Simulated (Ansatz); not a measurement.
Here is the system:

Ti2Sn:
```xyz
6
Lattice="4.7297 0.0000 0.0000 -2.3649 4.0961 0.0000 0.0000 0.0000 5.6209" Properties=species:S:1:pos:R:3 pbc="T T T"
Ti     2.3649     1.3654     1.4052
Ti     0.0000     2.7307     4.2157
Ti     0.0000     0.0000     0.0000
Ti     0.0000     0.0000     2.8105
Sn     2.3649     1.3654     4.2157
Sn     0.0000     2.7307     1.4052
```

This is the r²SCAN-relaxed structure.

All from r²SCAN (plane waves, PAW; program Ansatz), unless another level is named. Give the density of states at the Fermi level.

0.08 states/eV per atom (mean over ±0.08 eV).

Predict the formation energy from the elements (no fitted shifts).

-0.37 eV/atom.

Space group P6_3/mmc. The workflow started from a Materials Project entry (that database holds measured and hypothetical structures alike); the Crystallography Open Database files this formula in space group No. 194, but the cells were not matched. Whether it is the stable phase at ambient conditions was not checked. The r²SCAN relaxation kept the symmetry of its start; whether a distortion lowers the energy is not shown. The run is not spin-polarised. The references are the lowest solids computed at this level, not always the standard phases. Spin–orbit coupling is left out wherever it is not named.

Potentials: the later of the program's two PAW sets.
